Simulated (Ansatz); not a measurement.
ZnS in space group P3m1 (No. 156; Pearson symbol hP36), DFT-r²SCAN in the program Ansatz with PAW potentials. The conduction-band minimum lies at Γ, with 1 equivalent valley. Second derivatives d²E/dk² of the lowest band at one valley (eV·Å²), along Cartesian directions:

```
direction  d²E/dk²
---------  -------
[100]        38.86
[010]        38.86
[001]        39.75
[110]        38.86
[101]        39.32
[011]        39.32
```

Q: Find the principal effective masses, the density-of-states mass and the conductivity mass.

A: Off-diagonal terms follow from H_xy = H[110] − (H_xx + H_yy)/2, and m*/mₑ = 7.620 eV·Å² over each eigenvalue: 0.19, 0.20, 0.20. One valley's DOS mass (m₁m₂m₃)^(1/3) = 0.19, conductivity mass 3/(Σ 1/mᵢ) = 0.19 mₑ.

Q: What effective density of states Nc follows at 300 K for parabolic valleys?

A: Nc = 2.509e19 × 1 × (0.19)^(3/2) ≈ 2.1e18 cm⁻³.

The first step of the workflow began from a Materials Project structure, measured or hypothetical; the Crystallography Open Database files this formula in space group No. 156, but the cells were not matched. It is not the phase usual at ambient conditions (space group No. 186, 216). Symmetry was held in the r²SCAN relaxation; whether a distortion lowers the energy is not shown.

Potentials: the later of the program's two PAW sets.

Edges and masses are those of Kohn–Sham bands, whose gap is no quasiparticle gap.
